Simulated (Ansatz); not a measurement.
**WS₂: computed properties**

All numbers below come from Ansatz 0.2.0, DFT PBE+D3(BJ), scalar-relativistic, plane waves, PAW.

Cutoff 420 eV; k points 12×12×4 on the computed 6-atom cell (Γ-centred); Gaussian smearing, width 0.02 eV; no spin polarisation.

The structure is relaxed at this level of theory with its symmetry kept.

Symmetry: P6_3/mmc, No. 194, hexagonal system. The conventional cell has a = 3.154 Å, b = 3.154 Å, c = 12.143 Å, α = 90.00°, β = 90.00°, γ = 120.00°. W (site symmetry -6m2) has 6 S at 2.41 Å as nearest neighbours. Around S (site symmetry 3m) lie 3 W at 2.41 Å.

| Quantity | Value |
| --- | --- |
| Volume per atom | 17.43 Å³ |
| Kohn–Sham band gap | 0.88 eV, indirect from Γ to (0.174, 0.174, 0.000) |
| Löwdin character of the top 1 eV of the valence band | W 5d 64 %, S 3p 31 % |
| Löwdin character of the lowest 1 eV of the conduction band | W 5d 61 %, S 3p 31 %, unprojected 5 % |
| Electron masses at the edge by Cartesian direction of the standard setting (m_e; degenerate bands sorted by energy; no spin-orbit coupling) | x: 0.53; y: 0.52; z: 0.45 |
| Hole masses at the edge by Cartesian direction of the standard setting (m_e; degenerate bands sorted by energy; no spin-orbit coupling) | x: 0.55; y: 0.55; z: 0.88 |
| Electronic dielectric constant xx, yy, zz of the standard setting (independent particles) | 14.8, 14.8, 9.7 |
| Bader charges (e) | W (2 in the cell) 1.36, S (4 in the cell) -0.68 |

Spin-orbit coupling is left out, which matters for the bands of heavy elements.